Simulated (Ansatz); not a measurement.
Relaxed TiO$_{2}$ (rutile):

```xyz
6
Lattice="4.5967 0.0000 0.0000 0.0000 4.5967 0.0000 0.0000 0.0000 2.9537" Properties=species:S:1:pos:R:3 pbc="T T T"
Ti     0.0000     0.0000     0.0000
Ti     2.2984     2.2984     1.4768
O      1.4002     1.4002     0.0000
O      3.6986     0.8981     1.4768
O      0.8981     3.6986     1.4768
O      3.1965     3.1965     0.0000
```

All values below come from r2SCAN (plane waves to 500 eV, PAW, scalar-relativistic; Ansatz, a first-principles code). k mesh 6×6×9 (Γ-centred), Fermi-Dirac smearing 0.05 eV. TiO2 is run without spin polarisation. TiO2 was relaxed with its symmetry unable to fall.

One atom of the cell was then moved (with its periodic images), all else fixed, and the forces (eV/Å) came out as:

| atom | Fx | Fy | Fz |
|---|---|---|---|
| Ti1 | 1.210 | 1.210 | 0.000 |
| Ti2 | -1.776 | -1.776 | 0.000 |
| O3 | 0.202 | 0.202 | 0.000 |
| O4 | -0.062 | 0.002 | 0.000 |
| O5 | 0.002 | -0.062 | 0.000 |
| O6 | 0.425 | 0.425 | 0.000 |

### Question
Which atom was moved, and by which vector (Å)?

### Answer
Ti2, by (0.08, 0.08, 0.00), 0.11 Å in all.

(A displaced cell: forces are minus the slopes of the energy, force constants its curvatures, and phonons follow from these.)
